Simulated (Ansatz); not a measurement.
LiF:
```
LiF
1.0
    0.00000     1.95445     1.95445
    1.95445     0.00000     1.95445
    1.95445     1.95445     0.00000
Li F
1 1
Direct
  0.00000   0.00000   0.00000
  0.50000   0.50000   0.50000
```

Tensor components refer to the Cartesian frame of this cell.

Problem. Give the high-frequency dielectric tensor and the Born effective charge tensors of the independent atoms from DFPT, LDA in the plane-wave PAW code Ansatz.

Solution. 
ε∞:
```
2.12  0.00  0.00
0.00  2.12  0.00
0.00  0.00  2.12
```
Z* of atom 1 (Li), rows: field, columns: displacement, in e:
```
1.04  0.00  0.00
0.00  1.04  0.00
0.00  0.00  1.04
```
Z* of atom 2 (F), rows: field, columns: displacement, in e:
```
-1.04   0.00   0.00
 0.00  -1.04   0.00
 0.00   0.00  -1.04
```

Space group Fm-3m (rock salt). The cell was relaxed with LDA under the symmetry of its start.

Potentials: the later of the program's two PAW sets.
